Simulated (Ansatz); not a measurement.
Relaxed-ion elastic tensor of RbBr (rock salt, Fm-3m) in GPa (Voigt order), DFT-PBE in the program Ansatz with PAW potentials; density 3.18 g/cm³, 43.20 Å³ per atom.

|  | 1 | 2 | 3 | 4 | 5 | 6 |
|---|---|---|---|---|---|---|
| 1 | 27.0 | 4.3 | 4.3 | 0.0 | 0.0 | 0.0 |
| 2 | 4.3 | 27.0 | 4.3 | 0.0 | 0.0 | 0.0 |
| 3 | 4.3 | 4.3 | 27.0 | 0.0 | 0.0 | 0.0 |
| 4 | 0.0 | 0.0 | 0.0 | 4.2 | 0.0 | 0.0 |
| 5 | 0.0 | 0.0 | 0.0 | 0.0 | 4.2 | 0.0 |
| 6 | 0.0 | 0.0 | 0.0 | 0.0 | 0.0 | 4.2 |

Q: Is the crystal mechanically stable?

A: Yes: the smallest eigenvalue of C is 4.2 GPa.

Q: Work out the Voigt, Reuss and Hill averages.

A: K_V = 11.9, K_R = 11.9, K_H = 11.9; G_V = 7.0, G_R = 5.6, G_H = 6.3 GPa.

Q: Give Young's modulus, Poisson's ratio, Pugh's ratio and the universal anisotropy index.

A: E = 9KG/(3K + G) = 16.1 GPa; ν = 0.27; K/G = 1.87 (ductile by the Pugh limit of 1.75); A_U = 5G_V/G_R + K_V/K_R − 6 = 1.29.

Q: Estimate the sound speeds and the Debye temperature.

A: v_l = √((K + 4G/3)/ρ) = 2530 m/s, v_t = √(G/ρ) = 1410 m/s, mean 1570 m/s; Θ = (h/k)(3n/4πV)^(1/3) v_m = 133 K.

Q: Give the Zener ratio and Young's modulus along [100], [110] and [111].

A: A = 2C44/(C11 − C12) = 0.37; 1/E = S11 − 2(S11 − S12 − S44/2)Γ with Γ = 0, 1/4, 1/3 gives 25.8, 13.1, 11.2 GPa.

Q: Solve the Christoffel equation for the three sound speeds along [100], [110], [111].

A: Eigenvalues of C_ijkl n_j n_l equal ρv². In km/s, slowest first: [100] 1.15, 1.15, 2.91; [110] 1.15, 1.89, 2.50; [111] 1.68, 1.68, 2.34.

The PBE relaxation kept the symmetry of its start; phonons on a q-mesh show no instability.

Potentials: the later of the program's two PAW sets.
